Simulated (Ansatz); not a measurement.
The guess for BeAl was made by a generator: random cell by space group and Wyckoff sites (P4/mmm, No. 123). The dimensions are guesses.

```cif
data_structure
_symmetry_space_group_name_H-M 'P4/mmm'
_symmetry_Int_Tables_number 123
_cell_length_a 2.7004
_cell_length_b 2.7004
_cell_length_c 3.4851
_cell_angle_alpha 90.000
_cell_angle_beta 90.000
_cell_angle_gamma 90.000
_cell_volume 25.41
loop_
_atom_site_label
_atom_site_type_symbol
_atom_site_symmetry_multiplicity
_atom_site_Wyckoff_symbol
_atom_site_fract_x
_atom_site_fract_y
_atom_site_fract_z
_atom_site_occupancy
Be1 Be 1 c 0.50000 0.50000 0.00000 1
Al1 Al 1 b 0.00000 0.00000 0.50000 1
```

Level of theory: DFT PBE, scalar-relativistic, plane waves, PAW in Ansatz. Cutoff 420 eV, Gaussian smearing, Γ-centred meshes. Cell and atoms relax first on a coarse mesh and then on a finer one. In between, the cell is made exact in the group found at 0.06 Å. In metals the finer mesh still leaves noise of several meV/atom or more. The steps can't lower the symmetry of their start. No spin polarisation.

A guess keeps its type if space group and coordination stay and the shape of the cell changes little (axis ratios within about 15 %, angles within 6°); the volume may change.

**Question.** Does this structure survive the relaxation?

**Answer.** It keeps its type. The symmetry stays P4/mmm (No. 123). The end has the CuAu (L1_0) type. The volume per atom shrinks by 0.6 %, from 12.7 to 12.6 Å³. The shortest distance stays 2.59 Å (Be–Al). The ratio c/a of the conventional cell changes by a factor of 1.04. Counting neighbours within 15 % of an atom's shortest distance, the start has Al 12, Be 12 and the end Al 12, Be 12.

The last run used a 20×20×16 mesh (in the run's order of axes) for its 2-atom cell and Gaussian smearing of 0.10 eV. A structure relaxed within its symmetry needn't be a true minimum. Another cell of BeAl relaxed alike, in P6_3/mmc, lies 96 meV/atom lower, so this cell isn't the stable form at this level.
